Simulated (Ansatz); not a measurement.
## InSb (zinc blende), scan of one atom of the cell

Starting cell, InSb (zinc blende):

```yaml
crystal:
  lattice:
    - [0.00000, 6.63461, 6.63461]
    - [3.31730, 0.00000, 3.31730]
    - [3.31730, 3.31730, 0.00000]
  atoms:
    - { symbol: Sb, position: [0.37500, 0.75000, 0.75000] }
    - { symbol: Sb, position: [0.87500, 0.75000, 0.75000] }
    - { symbol: In, position: [0.00000, 0.00000, 0.00000] }
    - { symbol: In, position: [0.50000, 0.00000, 0.00000] }
```

Scan: atom 3 (In, nearest neighbour Sb at 2.873 Å; its periodic images, 4.7 Å or more away, move with it) is displaced along Cartesian [110], direction (0.707, 0.707, 0.000) in Cartesian axes, by s. The other atoms stay.

These are PBE (plane waves to 420 eV, PAW, scalar-relativistic; Ansatz, a quantum-chemistry and plane-wave program) values and carry that method's errors. k mesh 5×10×10 (Γ-centred), Fermi-Dirac smearing 0.05 eV. The energy includes the smearing's −TS. Compression counts positive. With partly filled bands, energies and forces of such displacements shift with the k mesh and the smearing. F∥ is the force on the atom along that direction. F⊥ is the part of the force across the line. At this level the bands of InSb touch or barely overlap; measurements give the solid a gap. InSb was relaxed with its symmetry unable to fall. Spin-orbit coupling is left out, though Sb is heavy. The zero of ΔE is the undisplaced structure.

```tsv
s (Å)	ΔE (meV/cell)	|F⊥| (eV/Å)	P (GPa)	F∥ (eV/Å)
-0.860	2544	6.901	6.1	6.933
-0.688	1526	4.057	3.7	4.965
-0.516	814	2.141	2.0	3.372
-0.344	348	0.912	0.9	2.085
-0.172	85	0.222	0.2	0.999
0.000	0	0.000	0.0	0.000
0.172	85	0.222	0.2	-0.999
0.344	348	0.912	0.9	-2.085
0.516	814	2.141	2.0	-3.372
0.688	1526	4.057	3.7	-4.965
0.860	2544	6.901	6.1	-6.933
```

Derived quantities:

| Item | Result |
|---|---|
| Energy at s = 0.860 Å | 2544 meV/cell |
| Force along the line at s = -0.860 Å | 6.93 eV/Å |
| Symmetry of the curve | even: the same for both signs |
| Shape of the curve | a single well with its minimum at or next to zero displacement |
| Force constant k = d²E/ds² at s = 0 (finite differences) | 5.72 eV/Å² |
| Harmonic estimate at the end of the scan | ½ks² = 2117 meV/cell against the computed 2544 meV/cell, so the well is stiffer than harmonic there |

(For displaced atoms, the force is minus the slope of the energy, and its curvature is a force constant, which sets phonon frequencies.)
